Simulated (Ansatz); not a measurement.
Relax this structure to zero stress and force, keeping its symmetry:

```cif
data_structure
_symmetry_space_group_name_H-M 'P 1'
_symmetry_Int_Tables_number 1
_cell_length_a 11.4816
_cell_length_b 4.1675
_cell_length_c 4.3863
_cell_angle_alpha 90.000
_cell_angle_beta 90.000
_cell_angle_gamma 90.000
_cell_volume 209.88
loop_
_atom_site_label
_atom_site_type_symbol
_atom_site_fract_x
_atom_site_fract_y
_atom_site_fract_z
_atom_site_occupancy
Sn1 Sn 0.11763 0.25000 0.09534 1
Sn2 Sn 0.38237 0.75000 0.59534 1
Sn3 Sn 0.61763 0.25000 0.40466 1
Sn4 Sn 0.88237 0.75000 0.90466 1
Se1 Se 0.35698 0.25000 0.02303 1
Se2 Se 0.14302 0.75000 0.52303 1
Se3 Se 0.85698 0.25000 0.47697 1
Se4 Se 0.64302 0.75000 0.97697 1
```

These are results of DFT PBE, scalar-relativistic, plane waves, PAW (Ansatz), not measurements.

Cutoff 420 eV; k points 4×8×8 on the computed 8-atom cell (Γ-centred); Gaussian smearing, width 0.02 eV; no spin polarisation.

Task: What does it relax to?

Result: The volume rises by 2.06 Å³/atom to 28.30 Å³/atom, and the energy falls by 13.1 meV/atom. Final structure:
```
Sn Se
1.0
    11.78222    0.00000    0.00000
     0.00000    4.20488    0.00000
     0.00000    0.00000    4.56955
Sn Se
4 4
Cartesian
  1.4265 1.0512 0.5346
  4.4646 3.1537 2.8194
  7.3176 1.0512 1.7502
  10.3557 3.1537 4.0350
  4.1800 1.0512 0.1094
  1.7111 3.1537 2.3942
  10.0712 1.0512 2.1754
  7.6022 3.1537 4.4602
```

Cost: 1 run of about 8.6 core-minutes, on Intel Xeon Platinum 8175M (Skylake/Cascade Lake) (shared hosts).